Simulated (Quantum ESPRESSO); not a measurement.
Kohn-Sham bands of Sr₂HN (R-3m)

```yaml
crystal:
  lattice:
    - [-1.90675, 3.30259, 0.00000]
    - [-3.81350, 0.00000, 0.00000]
    - [-1.90675, 1.10086, 6.30226]
  atoms:
    - { symbol: Sr, position: [0.23874, 0.23874, 0.28377] }
    - { symbol: Sr, position: [0.76126, 0.76126, 0.71623] }
    - { symbol: H, position: [0.00000, 0.00000, 0.00000] }
    - { symbol: N, position: [0.50000, 0.50000, 0.50000] }
```

Materials Project entry mp-690794; symmetrised, unrelaxed at this level. Not found in the COD (Crystallography Open Database) copy used; not checked further. Computed values, not measurements, from PBEsol: Quantum ESPRESSO (norm-conserving PseudoDojo potentials, cutoff 68 Ry, no spin polarisation, no spin-orbit coupling) on a Γ-centred 6×6×6 mesh, then Wannier90. Density: 10×10×10 mesh, cold smearing 0.01 Ry.

**Question.** List the Kohn-Sham levels between −8 and 4.7 eV relative to the valence-band maximum at the high-symmetry points, as a band run of pw.x on that density gives them (levels within 2 meV counted together).

**Answer.** 
```csv
point,k (reciprocal lattice),levels (eV)
Γ,0.000 0.000 0.000,"-3.47, -1.54, -0.21 (×2), 4.34, 4.60, 4.69 (×2)"
T,0.000 0.000 0.500,"-3.72, -0.64, -0.18 (×2), 2.11, 4.74"
H_2,-0.313 -0.626 0.187,"-2.43, -0.54, -0.41, -0.08, 2.35, 2.66, 3.90, 4.62"
H_0,-0.374 -0.687 -0.187,"-2.43, -0.54, -0.41, -0.08, 2.35, 2.66, 3.90, 4.62"
L,0.000 -0.500 0.000,"-2.57, -0.89, -0.09, -0.01, 1.74, 2.82, 4.65"
S_0,-0.344 -0.687 -0.344,"-2.41, -0.55, -0.41, -0.09, 2.30, 2.74, 3.84, 4.69"
S_2,-0.344 -0.656 0.000,"-2.41, -0.55, -0.41, -0.09, 2.30, 2.74, 3.84, 4.69"
F,-0.500 -0.500 0.000,"-2.47, -1.34, -0.06, -0.06, 2.10, 2.60, 4.61"
```
